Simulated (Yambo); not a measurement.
G0W0@LDA for SrTiO₃ (space group I4/mcm, No. 140) in Yambo. Reference settings: 4×4×4 Γ-centred k mesh, bands 3 to 148 and a 6 Ry block in the screening, 148 bands in G with the Bruneval-Gonze terminator, plasmon pole fitted at 27.2 eV. The LDA gap Γ → Γ on this mesh is 1.82 eV; G0W0 gaps are taken between the same points.

The settings were changed. The gap went from 3.53 eV to 3.53 eV, and the shift of the valence edge from -0.27 eV to -0.20 eV.

Question: Which change was made?
A. 70 bands in G
B. 70 bands in G, no terminator
C. 70 bands in W, 70 bands in G
D. 2 Ry block

Answer: A, 70 bands in G. The others gave (gap, valence shift): 2 Ry block: 3.98, -0.38 eV; 70 bands in G, no terminator: 3.70, 0.45 eV; 70 bands in W, 70 bands in G: 3.66, -0.10 eV.

Geometry of the Materials Project entry, not relaxed at this level; primitive cell a = b = c = 5.534 Å, α = β = 120.03°, γ = 89.95°.

This is not the ordinary phase of the substance.

A shift is the quasiparticle energy of the state minus its LDA energy.
